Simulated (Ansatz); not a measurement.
Relaxed-ion elastic tensor of GeI2 (CdI2 type, P-3m1) in GPa (Voigt order), the program Ansatz at the LDA level (PAW); density 5.48 g/cm³, 32.99 Å³ per atom.

```csv
,1,2,3,4,5,6
1,48.3,12.9,11.0,-3.9,0.0,0.0
2,12.9,48.3,11.0,3.9,0.0,0.0
3,11.0,11.0,27.0,0.0,0.0,0.0
4,-3.9,3.9,0.0,8.6,0.0,0.0
5,0.0,0.0,0.0,0.0,8.6,-3.9
6,0.0,0.0,0.0,0.0,-3.9,17.7
```

Is the crystal mechanically stable?

Yes: the smallest eigenvalue of C is 7.2 GPa.

Work out the Voigt, Reuss and Hill averages.

K_V = 21.5, K_R = 19.8, K_H = 20.7; G_V = 12.9, G_R = 10.5, G_H = 11.7 GPa.

Give Young's modulus, Poisson's ratio, Pugh's ratio and the universal anisotropy index.

E = 9KG/(3K + G) = 29.5 GPa; ν = 0.26; K/G = 1.76 (near the Pugh limit of 1.75, no verdict); A_U = 5G_V/G_R + K_V/K_R − 6 = 1.21.

Estimate the sound speeds and the Debye temperature.

v_l = √((K + 4G/3)/ρ) = 2570 m/s, v_t = √(G/ρ) = 1460 m/s, mean 1630 m/s; Θ = (h/k)(3n/4πV)^(1/3) v_m = 151 K.

Solve the Christoffel equation for the three sound speeds along x, y, z.

Eigenvalues of C_ijkl n_j n_l equal ρv². In km/s, slowest first: x 1.14, 1.87, 2.97; y 1.23, 1.80, 2.98; z 1.26, 1.26, 2.22.

How much does each axis shrink under pressure?

Linear compressibilities β_i = Σ_j S_ij (j = 1 to 3): x 11, y 11, z 28 per TPa.

The workflow started from an entry of the Crystallography Open Database (COD), which files this formula under 2 space groups. Its standing as an ambient phase is unchecked. The cell was relaxed with LDA under the symmetry of its start; its stability against distortions is not shown here. A crystal of weakly bound layers computed without a dispersion correction: the cell and the soft elastic constants depend strongly on that. Spin–orbit coupling is left out wherever it is not named.

Potentials: the later of the program's two PAW sets.
